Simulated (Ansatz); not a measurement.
Name crystals whose computed values (PBEsol in the plane-wave PAW code Ansatz) fall in these windows: highest Γ mode, no LO–TO term (cm⁻¹) 390 to 520; B₀ by P(V) fit (GPa) 120 to 150.



```tsv
crystal	highest Γ mode, no LO–TO term (cm⁻¹)	B₀ by P(V) fit (GPa)
TiSi2, Cmcm (Ti on 4c, Si on 4c, Si on 4c)	465	137
```
Others may fit too.

The cell was relaxed under the symmetry of its start. Rows with no word on spin ran without spin polarisation.

Potentials: the earlier of the program's two PAW sets.
